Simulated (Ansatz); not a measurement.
Exchange couplings of EuGe (Cmcm)

The source of the geometry is a structure from the Materials Project; atoms and cell stay fixed.

Settings: LDA, 6×6×6 k mesh, Fermi–Dirac smearing of 0.05 eV. PAW means Ansatz 0.2.0 on its default frozen-core files. Site moments are integrated in spheres about the atoms.

The run was typed so:

```yaml
crystal:
  lattice:
    - [2.3226953992, -5.592944228, 0.0]
    - [2.3226953992, 5.592944228, 0.0]
    - [0.0, 0.0, 4.06519021]
  atoms:
    - { symbol: Eu, position: [0.13955809, 0.86044191, 0.25], spin: 6.8 }
    - { symbol: Eu, position: [0.86044191, 0.13955809, 0.75], spin: 6.8 }
    - { symbol: Ge, position: [0.42794204, 0.57205796, 0.25] }
    - { symbol: Ge, position: [0.57205796, 0.42794204, 0.75] }
magnetization:
  spin_polarized: true
kpoints:
  mp_grid: { grid: [6, 6, 6] }
  band_path:
    path:
      - [0.0, 0.0, 0.0]
      - [-0.5, 0.5, 0.0]
      - [-0.2931165051, 0.7068834949, 0.0]
      - [0.2931165051, 0.2931165051, 0.0]
      - [0.0, 0.0, 0.0]
      - [0.0, 0.0, 0.5]
      - [0.2931165051, 0.2931165051, 0.5]
      - [-0.2931165051, 0.7068834949, 0.5]
      - [-0.5, 0.5, 0.5]
    npoints: 8
scf:
  occupations: { method: fermi_dirac, width: 0.05 }
hamiltonian:
  xc: lda
  pseudopotentials: { kind: paw }
output:
  eigenvalues: false
  eigenstates:
    nscf_kmesh: { grid: [6, 6, 6] }
    top_band: c69
    exchange_couplings: { magnetic: [{ species: Eu }] }
```

Command: `ansatz run input.yaml --threads 2 --pin off --max-ram 6144MiB --backend cpu --events-out ev --progress --plain --runs-dir out`

Site moments (μB): Eu1 6.77, Eu2 6.77, Ge3 -0.02, Ge4 -0.02. Cell moment 14.13 μB.

Couplings come from the force theorem (directions of the magnetic atoms constrained, all else relaxed) on a 6×6×6 mesh, with E = −Σ J e_i·e_j over ordered pairs of unit vectors, so positive J favours parallel moments.

```tsv
pair	count	J PAW (meV)
Eu1–Eu at 3.73 Å	2	+0.76
Eu1–Eu at 3.95 Å	4	+2.72
Eu1–Eu at 4.07 Å	2	+1.10
Eu1–Eu at 4.65 Å	2	+0.77
Eu1–Eu at 5.95 Å	4	-0.34
Eu1–Eu at 6.06 Å	4	+0.22
Eu1–Eu at 6.17 Å	4	+0.06
Eu1–Eu at 6.85 Å	2	+0.46
```

What ordering temperature follows for classical moments?

151 K in mean field, and 106 K by Tyablikov's decoupling, from all shells, not only those listed. Mean field overestimates it as a rule, and the couplings show only that this order is stable against small turns, not that no other order lies lower.

The couplings come from one mesh, and their convergence in k wasn't tested.

The PAW files were made with PBE; the program remakes their cores once for the run's functional and then keeps them frozen. Without U a semilocal functional puts the f levels too near the Fermi level, which can change moments and the order of magnetic states; site and cell moments are spin moments. Spin–orbit coupling is left out although heavy atoms are present. With open f shells a run can end in a state that isn't the lowest. The magnetic state is the one that this cell and start allow. It needn't be the compound's measured order, which may need a larger cell or be absent.
